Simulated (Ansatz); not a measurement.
A geometry of BaTiO3 away from equilibrium: step 5 of the relaxation of a relaxed BaTiO3 cell shaken by Gaussian noise of σ = 0.08 Å a coordinate. Method: r2SCAN (plane waves to 500 eV, PAW, scalar-relativistic; Ansatz, a quantum-chemistry and plane-wave program). Γ-centred k-mesh 5×5×5 on the run's cell (coarser than for final values), Fermi–Dirac smearing 0.05 eV. The plane waves were selected for a different cell earlier on the path.

```
CELL_PARAMETERS angstrom
      3.04485     1.77171     5.67262
     -3.04923     1.77056     5.67526
     -0.00318    -3.49169     5.65868
ATOMIC_POSITIONS crystal
  Ti 0.22376 0.24644 0.23848
  Ti 0.73551 0.71458 0.73077
  Ba 0.98703 0.99002 0.98575
  Ba 0.48636 0.49806 0.48375
  O  0.94398 0.51341 0.35113
  O  0.32553 0.95155 0.50646
  O  0.50012 0.34138 0.96064
  O  0.01278 0.44886 0.83336
  O  0.82555 0.99072 0.46421
  O  0.45807 0.81367 0.00164
```

Question: Give the Cartesian forces on all atoms (eV/Å).

Answer: 
```csv
atom,Fx,Fy,Fz
Ti1,0.36,0.05,-0.43
Ti2,0.05,-0.01,-0.58
Ba3,0.06,-0.07,-0.05
Ba4,0.14,-0.19,-0.53
O5,0.94,-0.16,0.27
O6,-0.77,1.11,0.19
O7,-0.60,-0.78,0.13
O8,-0.51,-0.34,0.36
O9,0.20,-0.06,0.37
O10,0.14,0.46,0.28
```

The path ends in R3m (No. 160). No spin polarisation in the result.

Of the parent cell (R-3c (No. 167)): it is a generated cell of BaTiO3: the first start was made by placing the elements on the sites of a structure type, and the end was not matched to a known phase here, so it may be hypothetical. Known forms of BaTiO3 include space group No. 99, 221.

The first start was generated by placing the elements on the sites of a structure type. A measured structure of BaTiO3 has the same space group, R3m (No. 160); the sites were not compared with it. Another known form has space group No. 99.
